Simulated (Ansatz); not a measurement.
AlNi:
```
AlNi
1.0
    0.00000     2.89229     2.89229
    2.89229     0.00000     2.89229
    2.89229     2.89229     0.00000
Ni Al
2 2
Direct
  0.00000   0.00000   0.00000
  0.25000   0.25000   0.25000
  0.50000   0.50000   0.50000
  0.75000   0.75000   0.75000
```

Relaxed with r²SCAN. Special points in fractions of this cell's reciprocal vectors: Γ (0.000, 0.000, 0.000); X (0.500, 0.000, 0.500); U (0.625, 0.250, 0.625); K (0.375, 0.375, 0.750); L (0.500, 0.500, 0.500); W (0.500, 0.250, 0.750).

Task: List the band energies nearest the Fermi level at these points for r²SCAN (plane waves, PAW; program Ansatz).

Result: In eV from the Fermi level; about four levels below and three above (degenerate sets whole), none deeper than 8.9 eV; points with the same levels are listed once.

```csv
k,below,above
Γ,-2.72 -2.72 -2.72 -0.93 -0.93,2.30 2.30 2.30
X,-1.19 -1.19 -0.95 -0.95,1.91 1.91 9.45 9.45
U,-1.06 -1.06 -1.00 -0.89,1.98 4.34 7.00
L,-1.73 -1.73 -1.23 -1.23 -1.22,1.54 1.54 2.38 2.38
W,-1.21 -1.21 -1.00 -1.00,4.67 4.67 4.80 4.80
```

Space group Fd-3m. The start of the workflow was typed in or built on a structure type; neither database checked (COD, Materials Project) lists it. It is not the phase usual at ambient conditions (space group No. 221). Symmetry was held in the r²SCAN relaxation. At this level the phase is mechanically unstable. The workflow began spin-polarised and lost its moments.

Potentials: the earlier of the program's two PAW sets.
